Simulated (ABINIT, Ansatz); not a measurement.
Given: the input of a run of ABINIT 10.8.3 (patched build) on PtSe. The cell comes from a database or a generator and needn't be the stable form of this composition.

The input run.abi:

```
pp_dirpath "./"
pseudos "Pt.GGA_PBE-JTH.xml, Se.GGA_PBE-JTH.xml"

structure "poscar:POSCAR"
natom 2

ecut 16.0
pawecutdg 32.0
pawxcdev 0

kptopt 1
ngkpt 8 8 7
nshiftk 1
shiftk 0.0 0.0 0.0

ixc 11

nband 12
occopt 3
tsmear 0.05 eV

nstep 100
tolvrs 1.0e-9

iomode 3
prtwf 0
prtden 0
prteig 0
prtebands 0
enunit 2
```

File POSCAR:

```
PtSe
1.0
    3.7018703300      0.0000000000      0.0000000000
   -1.8509351600      3.2059137500      0.0000000000
    0.0000000000      0.0000000000      3.6128420300
Pt Se
1 1
Direct
    0.0000000000      0.0000000000      0.0000000000  Pt
    0.6666666667      0.3333333333      0.5000000000  Se
```

Potentials or basis: JTH PAW PBE v2.0.

Command:

```console
$ abinit run.abi > log 2>&1
```

Translate it to Ansatz 0.2.0. Potentials or basis there: Ansatz PAW, cutoff 420 eV.

As run (cutoffs and basis follow the program's own potentials, and thresholds, step limits or extra output files can differ):

input.yaml

```yaml
crystal:
  lattice:
    - [3.70187033, 0.0, 0.0]
    - [-1.85093516, 3.20591375, 0.0]
    - [0.0, 0.0, 3.61284203]
  atoms:
    - { symbol: Pt, position: [0.0, 0.0, 0.0] }
    - { symbol: Se, position: [0.6666666667, 0.3333333333, 0.5] }
hamiltonian:
  xc: pbe
  pseudopotentials: { kind: paw }
kpoints:
  mp_grid: { grid: [8, 8, 7] }
scf:
  occupations: { method: fermi_dirac, width: 0.05 }
output:
  forces: true
  stress: true
  eigenvalues: true
```

Potentials or basis: Ansatz PAW.

The run is started by

```sh
$ ansatz run input.yaml --threads 1 --pin off --max-ram 3584MiB --backend cpu --events-out ev --progress --plain --runs-dir out
```

Both were run:

|  | ABINIT | Ansatz |
| --- | --- | --- |
| Pressure | -11.4 GPa | -11.4 GPa |

Ansatz's pressure holds a Pulay term of +0.03 GPa for its cutoff of 420 eV, which the other run lacks.

The potentials hold 16 and 34 valence electrons a cell.

Where Ansatz's input types no cutoff or centring, it takes its own default and a Γ-centred mesh.

The cell lies far from this level's equilibrium.

Pressure is positive in compression.
